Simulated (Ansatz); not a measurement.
Al$_{2}$Au, DFT, LDA, all-electron LAPW, scalar-relativistic (Ansatz 0.2.0), run on 1 thread of Arm Neoverse V1 on a shared host.

The cell comes from COD entry 9008999, which wasn't checked; take it as a given geometry. The listed cell was then made from it by scaling, straining or moving an atom.

Command: `ansatz run input.yaml --threads 1 --pin off --max-ram 4096MiB --backend cpu --events-out ev --progress --plain --runs-dir out`

```yaml
crystal:
  lattice:
    - [0.0, 3.0, 3.06]
    - [3.0, 0.0, 3.06]
    - [3.0, 3.0, 0.0]
  atoms:
    - { symbol: Al, position: [0.25, 0.25, 0.25] }
    - { symbol: Al, position: [0.75, 0.75, 0.75] }
    - { symbol: Au, position: [0.0, 0.0, 0.0] }
kpoints:
  mp_grid: { grid: [11, 11, 11] }
  band_path:
    path:
      - [0.0, 0.0, 0.0]
      - [0.0, 0.5, 0.5]
      - [0.25, 0.75, 0.5]
      - [0.0, 0.5, 0.0]
      - [0.0, 0.0, 0.0]
      - [0.5, 0.5, 0.0]
      - [0.3701460977, 0.6298539023, 0.0]
      - [-0.3701460977, 0.3701460977, 0.0]
      - [0.0, 0.0, 0.0]
    npoints: 5
scf:
  occupations: { method: fermi_dirac, width: 0.05 }
hamiltonian:
  xc: lda
  pseudopotentials: { kind: all_electron, lapw: { basis_error: 0.0005 } }
output:
  forces: true
  stress: true
  eigenvalues: true
```

Question: How large is the problem that the program sets up?

Answer: 126 irreducible k-points, 533 plane waves at Γ, 39 bands.

Question: About how long does it take, and how much memory does it use?

Answer: 82 s of wall time for 11 SCF iterations, with a peak of 0.78 GiB. Times on shared machines scatter by tens of per cent.
